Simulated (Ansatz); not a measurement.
Data:

Ti₂C:
```
CELL_PARAMETERS angstrom
      1.51351     0.87382     4.72182
     -1.51351     0.87382     4.72182
      0.00000    -1.74765     4.72182
ATOMIC_POSITIONS crystal
  Ti 0.24625 0.24625 0.24625
  Ti 0.75375 0.75375 0.75375
  C  0.50000 0.50000 0.50000
```

This is the LDA-relaxed structure.

**Question.** All from the program Ansatz at the LDA level (PAW), unless another level is named. Give the electronic character.

**Answer.** metallic (no gap).

**Question.** Give the density of states at the Fermi level.

**Answer.** 0.62 states/eV per atom (mean over ±0.08 eV).

**Question.** Predict the formation energy from the elements (no fitted shifts).

**Answer.** -67 kJ/mol of atoms.

Space group R-3m. The workflow started from a Materials Project entry (that database holds measured and hypothetical structures alike); the Crystallography Open Database copy checked does not list it. Whether it is the stable phase at ambient conditions was not checked. Symmetry was held in the LDA relaxation; of distortions, only those at the zone centre were tested. The run is not spin-polarised. The references are the lowest solids computed at this level, not always the standard phases.

Potentials: the later of the program's two PAW sets.
